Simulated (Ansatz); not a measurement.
BPd₂:
Space group Pnnm (No. 58); a = 4.7135 Å, b = 5.1333 Å, c = 3.1461 Å, α = β = γ = 90.00°

| atom | site | symmetry | x | y | z |
|---|---|---|---|---|---|
| Pd | 4g | ..m | 0.2550 | 0.3438 | 0.0000 |
| B | 2a | ..2/m | 0.0000 | 0.0000 | 0.0000 |

Relaxed with r²SCAN.

Tabulate the valence density and the electron localisation function along the shortest Pd–B contact (2.11 Å), r²SCAN in the plane-wave PAW code Ansatz.



```tsv
distance from Pd (Å)	density (e/Å³)	ELF
0.21	12.97	0.31
0.32	11.74	0.39
0.42	9.80	0.47
0.53	7.36	0.51
0.63	4.87	0.50
0.74	2.85	0.47
0.84	1.61	0.40
0.95	1.02	0.35
1.05	0.77	0.36
1.16	0.66	0.45
1.27	0.63	0.57
1.37	0.64	0.66
1.48	0.68	0.64
1.58	0.69	0.51
1.69	0.65	0.30
1.79	0.56	0.10
1.90	0.41	0.02
```

The density is the valence pseudo-density with augmentation charge, so density and ELF within about 1 Å of a nucleus are not all-electron values.

The workflow started from an entry of the Crystallography Open Database (COD). Its standing as an ambient phase is unchecked. The r²SCAN relaxation kept the symmetry of its start; whether a distortion lowers the energy is not shown. No spin polarisation was allowed.

Potentials: the later of the program's two PAW sets.
